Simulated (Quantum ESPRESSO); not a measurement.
pw.x input (Quantum ESPRESSO 7.5; PBEsol, PseudoDojo standard norm-conserving files, fully relativistic):

```
&CONTROL
  calculation = 'scf'
  pseudo_dir = './pseudo'
  outdir = './out'
  tprnfor = .true.
  tstress = .true.
/
&SYSTEM
  ibrav = 0
  nat = 5
  ntyp = 3
  ecutwfc = 84.0
  ecutrho = 336.0
  occupations = 'smearing'
  smearing = 'fd'
  degauss = 0.002
  nbnd = 48
  noncolin = .true.
  lspinorb = .true.
/
&ELECTRONS
  conv_thr = 5e-10
/
ATOMIC_SPECIES
O 15.9990 O.upf
Ti 47.8670 Ti.upf
Ba 137.3270 Ba.upf
CELL_PARAMETERS angstrom
  3.990380000000   0.000000000000   0.000000000000
  0.000000000000   3.990380000000   0.000000000000
  0.000000000000   0.000000000000   4.102660000000
ATOMIC_POSITIONS crystal
O   0.000000000000   0.500000000000   0.064220000000
O   0.500000000000   0.000000000000   0.064220000000
O   0.000000000000   0.000000000000   0.548970000000
Ti   0.000000000000   0.000000000000   0.100040000000
Ba   0.500000000000   0.500000000000   0.582540000000
K_POINTS automatic
8 8 6 0 0 0
```

End of the output:

```

[...]
     the Fermi energy is    11.0227 ev
!    total energy              =    -274.22562115 Ry
     estimated scf accuracy    <          4.6E-11 Ry
     smearing contrib. (-TS)   =      -0.00000000 Ry
     internal energy E=F+TS    =    -274.22562115 Ry
     The total energy is F=E-TS. E is the sum of the following terms:
     one-electron contribution =     -73.77834784 Ry
     hartree contribution      =      60.21171785 Ry
     xc contribution           =     -55.24892118 Ry
     ewald contribution        =    -205.41006997 Ry
     convergence has been achieved in  16 iterations
     Forces acting on atoms (cartesian axes, Ry/au):
     atom    1 type  1   force =     0.00000000    0.00000000   -0.00130534
     atom    2 type  1   force =     0.00000000    0.00000000   -0.00130534
     atom    3 type  1   force =     0.00000000    0.00000000   -0.00600753
     atom    4 type  2   force =     0.00000000    0.00000000    0.00658743
     atom    5 type  3   force =     0.00000000    0.00000000    0.00203078
     Total force =     0.009328     Total SCF correction =     0.000004
     Computing stress (Cartesian axis) and pressure
          total   stress  (Ry/bohr**3)                   (kbar)     P=      -49.65
  -0.00034221   0.00000000   0.00000000          -50.34        0.00        0.00
   0.00000000  -0.00034221   0.00000000            0.00      -50.34        0.00
   0.00000000   0.00000000  -0.00032812            0.00        0.00      -48.27
```
In a gapped system the printed Fermi energy is only some level inside the gap.

Geometry of the Materials Project entry, not relaxed at this level.
